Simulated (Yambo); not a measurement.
Yambo run on SiO2 (space group Ama2, No. 40). The wavefunctions come from this Quantum ESPRESSO step (PBEsol, PseudoDojo standard norm-conserving files, scalar-relativistic):

```
&CONTROL
  calculation = 'nscf'
  pseudo_dir = './pseudo'
  outdir = './out'
/
&SYSTEM
  ibrav = 0
  nat = 12
  ntyp = 2
  ecutwfc = 84.0
  ecutrho = 336.0
  occupations = 'fixed'
  force_symmorphic = .true.
  nbnd = 262
/
&ELECTRONS
  conv_thr = 1.2000000000000002e-08
  diago_full_acc = .true.
  diago_thr_init = 1e-08
/
ATOMIC_SPECIES
O 15.9990 O.upf
Si 28.0850 Si.upf
CELL_PARAMETERS angstrom
  8.277060000000   0.000000000000   0.000000000000
  0.000000000000   4.404340000000   2.481015000000
  0.000000000000  -4.404340000000   2.481015000000
ATOMIC_POSITIONS crystal
O   0.000000000000   0.396580000000   0.396580000000
O   0.500000000000   0.396580000000   0.396580000000
O   0.543320000000   0.968070000000   0.534670000000
O   0.456680000000   0.534670000000   0.968070000000
O   0.956680000000   0.968070000000   0.534670000000
O   0.043320000000   0.534670000000   0.968070000000
O   0.250000000000   0.738770000000   0.426390000000
O   0.750000000000   0.426390000000   0.738770000000
Si   0.937330000000   0.331320000000   0.659760000000
Si   0.062670000000   0.659760000000   0.331320000000
Si   0.562670000000   0.331320000000   0.659760000000
Si   0.437330000000   0.659760000000   0.331320000000
K_POINTS automatic
1 2 2 0 0 0
```

Yambo input:

```
rim_cut
gw0
dyson
el_el_corr
HF_and_locXC
ppa
em1d
RandQpts= 1000000
RandGvec= 1 Ry
EXXRLvcs= 84 Ry
VXCRLvcs= 336 Ry
Chimod= "HARTREE"
% BndsRnXp
 1 | 261 |
%
NGsBlkXp= 7 Ry
% LongDrXp
 1.0 | 1.0 | 1.0 |
%
PPAPntXp= 27.2114 eV
% GbndRnge
 1 | 261 |
%
GTermKind= "BG"
DysSolver= "n"
ExtendOut
% QPkrange
 1 | 1 | 32 | 33 |
 2 | 2 | 32 | 33 |
 3 | 3 | 32 | 33 |
%
```

k points by index: 1 = Γ, 2 = (0, 0, -0.5), 3 = (0, -0.5, -0.5).

The o-*.qp file then holds:

```
#    K-point    Band    Eo [eV]    E [eV]    E-Eo [eV]    Vxc [eV]    Vnlxc [eV]    Sc|Eo [eV]    Sc|E [eV]    dSc/dw|Eo [eV]    Re(Z)    Im(Z)
#
    1    32    0.000000    -1.821020    -1.821020    -19.72275    -25.58669    3.657439    4.042923    -5.759928    0.825304    -0.990506E-3
    1    33    5.814061    6.882109    1.068048    -9.445091    -5.305889    -2.929994    -3.071154    -3.596197    0.883269    -0.718012E-3
    2    32    -0.136221    -1.971977    -1.835755    -19.58446    -25.46688    3.657950    4.046656    -5.761467    0.825265    -0.993981E-3
    2    33    8.019454    9.526885    1.507431    -11.47764    -6.547562    -3.198330    -3.422645    -4.049004    0.870474    -0.788847E-3
    3    32    -0.073830    -1.899055    -1.825225    -19.62912    -25.49581    3.654573    4.041463    -5.767621    0.825111    -0.995369E-3
    3    33    8.048142    9.574810    1.526668    -11.70298    -6.730365    -3.216822    -3.445949    -4.083749    0.869508    -0.793363E-3
```
(The two width columns are left out.) Convergence of these settings isn't established.

Geometry of the Materials Project entry, not relaxed at this level.

This is not the ordinary phase of the substance; no match was found in the copy of COD used, and its stability was not checked.
